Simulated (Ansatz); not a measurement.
**LiHF2: where the heat goes in a short trajectory**

The calculation used DFT PBEsol, scalar-relativistic, plane waves, PAW (Ansatz). Settings: plane waves to 420 eV, k-mesh 3×3×3 (Γ-centred), Fermi–Dirac smearing 0.039 eV. The mesh is coarse. No spin polarisation.

16 atoms start on the lattice sites below (V = 131.5 Å³, 1.01 times the source cell's; static pressure 1.35 GPa, largest force component 0.00 eV/Å) with velocities drawn for 450 K; Langevin thermostat aiming at the same temperature, fixed cell, 56 steps of 0.25 fs.

```
CELL_PARAMETERS angstrom
-2.94371 -1.69955 4.38120
2.94371 -1.69955 4.38120
0.00000 3.39911 4.38120
ATOMIC_POSITIONS crystal
Li 0.00000 0.00000 0.00000
Li 0.50000 0.50000 0.00000
Li 0.50000 0.00000 0.50000
Li 0.00000 0.50000 0.50000
H 0.50000 0.50000 0.50000
H 0.00000 0.00000 0.50000
H 0.00000 0.50000 0.00000
H 0.50000 0.00000 0.00000
F 0.41330 0.41330 0.41330
F 0.91330 0.91330 0.41330
F 0.91330 0.41330 0.91330
F 0.41330 0.91330 0.91330
F 0.58670 0.58670 0.58670
F 0.08670 0.08670 0.58670
F 0.08670 0.58670 0.08670
F 0.58670 0.08670 0.08670
```

```
t (fs) T (K) kinetic energy (meV/atom) potential energy over the first frame (meV/atom) P with the kinetic part (GPa)
   0.0    422                       54.5                                               0.0                           2.06
   1.0    417                       53.9                                               1.0                           2.33
   2.0    395                       51.1                                               3.3                           2.59
   3.0    428                       55.3                                               6.9                           2.94
   4.0    450                       58.1                                              11.0                           3.25
   5.0    418                       54.0                                              15.4                           3.38
   6.0    347                       44.8                                              19.1                           3.44
   7.0    401                       51.9                                              22.2                           3.75
   8.0    449                       58.1                                              25.9                           4.17
   9.0    450                       58.2                                              30.5                           4.54
  10.0    396                       51.2                                              33.9                           4.85
  11.0    407                       52.6                                              34.9                           5.21
  12.0    357                       46.1                                              35.9                           5.41
  13.0    386                       49.9                                              36.4                           5.56
  14.0    323                       41.7                                              36.9                           5.43
```

T counts 3N degrees of freedom. Means over every step of the second half, not only the rows shown: T = 402 K, kinetic energy 51.9 meV/atom, potential energy 32.4 meV/atom, P = 4.90 GPa.

Q: Does the potential energy follow equipartition for harmonic vibrations?

A: In a harmonic crystal each vibration holds as much potential as kinetic energy on average; T is counted on all 3N degrees of freedom here, and the thermostat also drives the centre of mass, which has no potential energy, so the share is (N − 1)/N of the kinetic energy, 48.7 meV/atom. The run has 32.4, a ratio of 0.66. The deficit can mean that slow modes haven't yet taken up their share, that the thermostat is still feeding kinetic energy, or that the atoms found a lower arrangement than the start. So short a run gives a rough mean.

Q: Split the rise of pressure into the kinetic part and the rest. Can a thermal Grüneisen parameter be estimated?

A: The program counts the kinetic part as N k_B T/V = 0.67 GPa. The pressure lies 3.55 GPa over the static one in all, so the forces add 2.88 GPa. The potential energy lies far under its harmonic share, so slow or unstable modes may dominate and no γ is drawn.